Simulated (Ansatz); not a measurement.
Geometry optimisation in Ansatz: input, command and trajectory.

```yaml
crystal:
  lattice:
    - [0.0, 3.5427493932, 3.5427493932]
    - [3.5427493932, 0.0, 3.5427493932]
    - [3.5427493932, 3.5427493932, 0.0]
  atoms:
    - { symbol: Rh, position: [0.625, 0.625, 0.625] }
    - { symbol: Rh, position: [0.125, 0.625, 0.625] }
    - { symbol: Rh, position: [0.625, 0.625, 0.125] }
    - { symbol: Rh, position: [0.625, 0.125, 0.625] }
    - { symbol: Au, position: [0.0, 0.0, 0.0] }
    - { symbol: Au, position: [0.25, 0.25, 0.25] }
basis:
  ecutwfc: 420
kpoints:
  mp_grid: { grid: [4, 4, 4] }
hamiltonian:
  xc: pbe
scf:
  occupations: { method: gaussian, width: 0.1 }
  lower_state_search: "off"
output:
  forces: true
  stress: true
  eigenvalues: true
relax:
  adjacent_minimum: "off"
  f_tol: 0.04
  max_steps: 70
  cell: { stress_tol: 0.4 }
```

```bash
ansatz run input.yaml --threads 1 --pin off --max-ram 2560MiB --backend cpu --events-out ev --progress --plain --runs-dir out
```

Theory: DFT PBE, scalar-relativistic, plane waves, PAW (Ansatz).

Of 5 frames 5 are shown, positions in Å and forces in eV/Å; the SCF threshold varies from step to step. Steps run on the plane waves of an earlier cell, with a Pulay correction in the pressure. The basis is chosen afresh for the last frame, the zero of the energies, and at times for earlier ones too; energy and pressure step there, also at an unchanged geometry.

```xyz
6
Lattice="0.0000 3.5427 3.5427 3.5427 0.0000 3.5427 3.5427 3.5427 0.0000" Properties=species:S:1:pos:R:3:forces:R:3 pbc="T T T" step=1 free_energy_over_end_meV_per_atom=63.50 pressure_GPa=18.04
Rh    4.4284    4.4284    4.4284    0.0000    0.0000    0.0000
Rh    4.4284    2.6571    2.6571    0.0000    0.0000    0.0000
Rh    2.6571    2.6571    4.4284    0.0000    0.0000    0.0000
Rh    2.6571    4.4284    2.6571    0.0000    0.0000    0.0000
Au    0.0000    0.0000    0.0000    0.0000    0.0000    0.0000
Au    1.7714    1.7714    1.7714    0.0000    0.0000    0.0000
6
Lattice="0.0000 3.7142 3.7142 3.7142 0.0000 3.7142 3.7142 3.7142 0.0000" Properties=species:S:1:pos:R:3:forces:R:3 pbc="T T T" step=2 free_energy_over_end_meV_per_atom=34.87 pressure_GPa=-9.77
Rh    4.6428    4.6428    4.6428    0.0000    0.0000    0.0000
Rh    4.6428    2.7857    2.7857    0.0000    0.0000    0.0000
Rh    2.7857    2.7857    4.6428    0.0000    0.0000    0.0000
Rh    2.7857    4.6428    2.7857    0.0000    0.0000    0.0000
Au    0.0000    0.0000    0.0000    0.0000    0.0000    0.0000
Au    1.8571    1.8571    1.8571    0.0000    0.0000    0.0000
6
Lattice="0.0000 3.6502 3.6502 3.6502 0.0000 3.6502 3.6502 3.6502 0.0000" Properties=species:S:1:pos:R:3:forces:R:3 pbc="T T T" step=3 free_energy_over_end_meV_per_atom=1.75 pressure_GPa=-1.82
Rh    4.5628    4.5628    4.5628    0.0000    0.0000    0.0000
Rh    4.5628    2.7377    2.7377    0.0000    0.0000    0.0000
Rh    2.7377    2.7377    4.5628    0.0000    0.0000    0.0000
Rh    2.7377    4.5628    2.7377    0.0000    0.0000    0.0000
Au    0.0000    0.0000    0.0000    0.0000    0.0000    0.0000
Au    1.8251    1.8251    1.8251    0.0000    0.0000    0.0000
6
Lattice="0.0000 3.6383 3.6383 3.6383 0.0000 3.6383 3.6383 3.6383 0.0000" Properties=species:S:1:pos:R:3:forces:R:3 pbc="T T T" step=4 free_energy_over_end_meV_per_atom=0.72 pressure_GPa=-0.05
Rh    4.5478    4.5478    4.5478    0.0000    0.0000    0.0000
Rh    4.5478    2.7287    2.7287    0.0000    0.0000    0.0000
Rh    2.7287    2.7287    4.5478    0.0000    0.0000    0.0000
Rh    2.7287    4.5478    2.7287    0.0000    0.0000    0.0000
Au    0.0000    0.0000    0.0000    0.0000    0.0000    0.0000
Au    1.8191    1.8191    1.8191    0.0000    0.0000    0.0000
6
Lattice="0.0000 3.6383 3.6383 3.6383 0.0000 3.6383 3.6383 3.6383 0.0000" Properties=species:S:1:pos:R:3:forces:R:3 pbc="T T T" step=5 free_energy_over_end_meV_per_atom=0.00 pressure_GPa=-0.08
Rh    4.5478    4.5478    4.5478    0.0000    0.0000    0.0000
Rh    4.5478    2.7287    2.7287    0.0000    0.0000    0.0000
Rh    2.7287    2.7287    4.5478    0.0000    0.0000    0.0000
Rh    2.7287    4.5478    2.7287    0.0000    0.0000    0.0000
Au    0.0000    0.0000    0.0000    0.0000    0.0000    0.0000
Au    1.8191    1.8191    1.8191    0.0000    0.0000    0.0000
```

The start puts this composition into another compound's structure type, which needn't suit it. At the end the space group is Fd-3m (tolerance 0.05 Å).

It took 16 s on 1 thread of Arm Neoverse V1 (shared host), peak memory 0.37 GiB.

The k mesh is coarse. Spin–orbit coupling is left out, which can shift energies with elements as heavy as these.